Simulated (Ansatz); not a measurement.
Al2Pt:
```cif
data_Al8Pt4
_chemical_formula_sum 'Pt4 Al8'
_space_group_name_H-M_alt 'Fm-3m'
_space_group_IT_number 225
_space_group_name_Hall '-F 4 2 3'
_cell_length_a 5.89655
_cell_length_b 5.89655
_cell_length_c 5.89655
_cell_angle_alpha 90.000
_cell_angle_beta 90.000
_cell_angle_gamma 90.000
loop_
_atom_site_label
_atom_site_type_symbol
_atom_site_symmetry_multiplicity
_atom_site_Wyckoff_symbol
_atom_site_fract_x
_atom_site_fract_y
_atom_site_fract_z
_atom_site_occupancy
Pt1 Pt 4 a 0.00000 0.00000 0.00000 1
Al1 Al 8 c 0.25000 0.25000 0.25000 1
```
(The calculation used a cell of 3 atoms; values per cell refer to that cell.)

This is the PBEsol-relaxed structure.

Q: All from PBEsol in the plane-wave PAW code Ansatz, unless another level is named. Estimate the density of states at the Fermi level.

A: 0.40 states/eV per atom (mean over ±0.08 eV).

Q: Predict the formation energy from the elements (no fitted shifts).

A: -0.87 eV/atom.

Q: Give the gap with spin–orbit coupling.

A: none (metallic).

The PBEsol relaxation kept the symmetry of its start; of distortions, only those at the zone centre were tested. The run is not spin-polarised. The references are the lowest solids computed at this level, not always the standard phases. Spin–orbit coupling is left out wherever it is not named.

Potentials: the later of the program's two PAW sets.
